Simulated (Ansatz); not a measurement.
Method: DFT PBE, scalar-relativistic, plane waves, PAW in Ansatz 0.2.0. Settings: cutoff 420 eV, Γ-centred meshes spaced at most about 0.3 Å⁻¹, and about 0.25 Å⁻¹ or finer for metals (2π included), Gaussian smearing. No spin polarisation in the final relaxations.

The zero of energy is the elements' standard structures at the same level; no fitted shifts are applied.

A relaxed structure of Zr2C has 17.39 Å³/atom, −0.13 eV/atom against the elements, no gap on its mesh:

```cif
data_structure
_symmetry_space_group_name_H-M 'P-6m2'
_symmetry_Int_Tables_number 187
_cell_length_a 3.2485
_cell_length_b 3.2485
_cell_length_c 5.7096
_cell_angle_alpha 90.000
_cell_angle_beta 90.000
_cell_angle_gamma 120.000
_cell_volume 52.18
loop_
_atom_site_label
_atom_site_type_symbol
_atom_site_symmetry_multiplicity
_atom_site_Wyckoff_symbol
_atom_site_fract_x
_atom_site_fract_y
_atom_site_fract_z
_atom_site_occupancy
Zr1 Zr 2 i 0.66667 0.33333 0.75561 1
C1 C 1 a 0.00000 0.00000 0.00000 1
```

Problem. Predict cell, energy and gap of Hf2C with the same space group and Wyckoff sites.

Solution. Hf2C has a = 3.205 Å, c = 5.693 Å: 16.88 Å³/atom, −0.05 eV/atom against the elements, no gap on its mesh. The volume per atom changes by -2.9 % and the formation energy by +0.08 eV/atom (from unrounded values). Covalent radii: Zr 1.75 Å, Hf 1.75 Å; electronegativities 1.33 and 1.30. Hf has 3 C at 2.31 Å, 2 Hf at 2.78–2.92 Å and 6 Hf at 3.21 Å; around C lie 6 Hf at 2.31 Å.

Space group P-6m2 (No. 187). a = 3.205 Å, b = 3.205 Å, c = 5.693 Å, α = 90.00°, β = 90.00°, γ = 120.00°
```json
{"atom": "Hf", "site": "2i", "symmetry": "3m.", "x": "0.6667", "y": "0.3333", "z": "0.7561"}
{"atom": "C", "site": "1a", "symmetry": "-6m2", "x": "0.0000", "y": "0.0000", "z": "0.0000"}
```

The two cells were relaxed from separate starts that ended on the same group and sites; neither need be the stable form of its compound. These runs have no spin–orbit coupling, which can matter for Hf. The reference form of C is held partly by dispersion forces, which this level lacks. Cells relaxed within their symmetry can be saddle points.
